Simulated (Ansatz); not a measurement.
Ni (fcc, Cu type)

```xyz
1
Lattice="0.0000 1.7592 1.7592 1.7592 0.0000 1.7592 1.7592 1.7592 0.0000" Properties=species:S:1:pos:R:3 pbc="T T T"
Ni     0.0000     0.0000     0.0000
```

The slice is a {110} plane (indices of the conventional cell) through the point (0.000, 0.000, 0.000) (fractional), spanned by u = [100] and v = [1 -1 -1] in vectors of this cell: u (2.49 Å) and v (3.52 Å, at 90° to u). It covers one period; positions are fractions (u, v).

All values below come from PBE (plane waves to 420 eV, PAW, scalar-relativistic; Ansatz, a first-principles code). k mesh 23×23×23. Near the nuclei the fields are pseudised (PAW); where an atom keeps semicore shells as valence, they peak there. Ni was relaxed with its symmetry unable to fall. Relaxed Ni ends ferromagnetic. Other magnetic orders were not checked, so this need not be the ground state.

Three fields on this plane, each scaled to ten steps between its own extremes (0 low, 9 high; the total valence density on a logarithmic scale, the potential cut 8 eV below its top; x marks points blanked near nuclei; v = 0 in the bottom row):

Map A
```
|xxxxxx131xxxxx|
|xxxxxx252xxxxx|
|xxxxx04740xxxx|
|xxxx0269620xxx|
|xxx026999620xx|
|00135899985310|
|22467777777642|
|55566655566655|
|55555443445555|
|55555433345555|
|55555443445555|
|55566655566655|
|22467777777642|
|00135899985310|
|xxx026999620xx|
|xxxx0269620xxx|
|xxxxx04740xxxx|
|xxxxxx252xxxxx|
|xxxxxx131xxxxx|
|xxxxxx131xxxxx|
```

Map B
```
|xxxxxx524xxxxx|
|xxxxxx314xxxxx|
|xxxxx82128xxxx|
|xxxx9410149xxx|
|xxx741000147xx|
|55431000001345|
|43321111111233|
|33322111112233|
|33332212122333|
|43332221222333|
|33332212122333|
|33322111112233|
|43321111111233|
|55431000001345|
|xxx741000147xx|
|xxxx9410149xxx|
|xxxxx82128xxxx|
|xxxxxx413xxxxx|
|xxxxxx425xxxxx|
|xxxxxx515xxxxx|
```

Map C
```
|xxxxxx868xxxxx|
|xxxxxx767xxxxx|
|xxxxx86568xxxx|
|xxxx9654569xxx|
|xxx965444569xx|
|77655444445567|
|33334455544333|
|11234556554321|
|00124566654210|
|00124566654210|
|00124566654210|
|11234556554321|
|33334455544333|
|77655444445567|
|xxx965444569xx|
|xxxx9654569xxx|
|xxxxx86568xxxx|
|xxxxxx767xxxxx|
|xxxxxx868xxxxx|
|xxxxxx868xxxxx|
```

**Question.** Assign the maps to these fields: ELF of the up spins; valence electron density; spin density, up minus down.

**Answer.** A is the ELF of the up spins; B is the spin density, up minus down; C is the valence electron density.
